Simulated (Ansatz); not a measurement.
# P (Imma), two-dimensional strain map

Computed with DFT r2SCAN, scalar-relativistic, plane waves, PAW in Ansatz 0.2.0. Cutoff 500 eV, Γ-centred 18×18×18 k-points, Gaussian smearing of 0.15 eV. No spin polarisation. Energies are free energies at this smearing, counted from the undisturbed cell; pressure is positive in compression.

The starting cell (as given, not relaxed at this level; it stands at 1.6 GPa; this form isn't the usual structure):

```yaml
crystal:
  lattice:
    - [-1.69151, 2.51517, 1.85894]
    - [1.69151, -2.51517, 1.85894]
    - [1.69151, 2.51517, -1.85894]
  atoms:
    - { symbol: P, position: [0.80331, 0.05331, 0.75000] }
    - { symbol: P, position: [0.19669, 0.94669, 0.25000] }
```

The cell is strained by p along both x and y and by q along z, fractional coordinates fixed. Points are written (p, q).

Energy above the undisturbed cell in meV/atom (a dash: not computed):

```
 p \ q  -0.030  -0.015  0.000  0.015  0.030
-0.030    60.1    46.0   36.6   31.5   30.4
-0.015    29.6       –   11.4      –      –
 0.000    14.2       –    0.0      –    3.1
 0.030    22.5       –   15.1      –   23.9
```

Pressure in GPa:

| p \ q | -0.030 | -0.015 | 0.000 | 0.015 | 0.030 |
| --- | --- | --- | --- | --- | --- |
| -0.030 | 13.1 | 11.1 | 9.2 | 7.5 | 5.8 |
| -0.015 | 8.6 | – | 5.2 | – | – |
| 0.000 | 4.7 | – | 1.6 | – | -0.9 |
| 0.030 | -1.8 | – | -4.3 | – | -6.2 |

Cost: 13 runs of about 9 core-minutes in all, on Intel Xeon Platinum 8259CL (Skylake/Cascade Lake) (shared hosts).